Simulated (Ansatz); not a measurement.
Pd (diamond, Fd-3m) at seven volumes, DFT-PBE in the program Ansatz with PAW potentials, scaled uniformly. One row is withheld.

| V (Å³/atom) | P (GPa) |
|---|---|
| 22.290 | 8.04 |
| 23.025 | ? |
| 23.760 | 2.19 |
| 24.495 | 0.01 |
| 25.230 | -1.83 |
| 25.965 | -3.32 |
| 26.699 | -4.53 |

Q: Fit the shown pressures and predict the withheld one.

A: P = (3/2)B₀(x^(7/2) − x^(5/2))[1 + (3/4)(B′ − 4)(x − 1)] with x = (V₀/V)^(2/3). Least squares on the six rows gives V₀ = 24.494 Å³/atom, B₀ = 66.3 GPa, B′ = 5.34. At V = 23.025, x = 1.0421 and P = 4.84 GPa. The run itself gave 4.82 GPa.

The start of the workflow was typed in or built on a structure type; neither database checked (COD, Materials Project) lists it. It is not the phase usual at ambient conditions (space group No. 225). The cell was relaxed with PBE under the symmetry of its start; its stability against distortions is not shown here. No spin polarisation was allowed.

Potentials: the later of the program's two PAW sets.
